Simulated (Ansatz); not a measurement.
Property card for WS$_{2}$

Computed with DFT PBEsol+D3(BJ), scalar-relativistic, plane waves, PAW in Ansatz.

Cutoff 420 eV; k points 12×12×4 on the computed 6-atom cell (Γ-centred); Gaussian smearing, width 0.02 eV; no spin polarisation.

The structure is relaxed at this level of theory with its symmetry kept.

It takes space group P6_3/mmc (No. 194, hexagonal). The conventional cell has a = 3.115 Å, b = 3.115 Å, c = 11.772 Å, α = 90.00°, β = 90.00°, γ = 120.00°. W (site symmetry -6m2) is surrounded by 6 S at 2.39 Å. S (site symmetry 3m) has 3 W at 2.39 Å as nearest neighbours.

| Item | Value |
| --- | --- |
| Volume per atom | 16.48 Å³ |
| Kohn–Sham band gap | 0.64 eV, indirect from Γ to (0.177, 0.177, 0.000) |
| Löwdin character of the top 1 eV of the valence band | W 5d 56 %, S 3p 37 % |
| Löwdin character of the lowest 1 eV of the conduction band | W 5d 59 %, S 3p 31 %, unprojected 6 % |
| Electron masses at the edge by Cartesian direction of the standard setting (m_e; degenerate bands sorted by energy; no spin-orbit coupling) | x: 0.47; y: 0.46; z: 0.38 |
| Hole masses at the edge by Cartesian direction of the standard setting (m_e; degenerate bands sorted by energy; no spin-orbit coupling) | x: 0.46; y: 0.46; z: 0.96 |
| Electronic dielectric constant xx, yy, zz of the standard setting (independent particles) | 15.4, 15.4, 10.9 |
| Bader charges (e) | W (2 in the cell) 1.31, S (4 in the cell) -0.65 |

Spin-orbit coupling is left out, which matters for the bands of heavy elements.

Cost: 12 runs of about 13 core-minutes in all, on Intel Xeon Platinum 8488C (Sapphire Rapids) (shared hosts).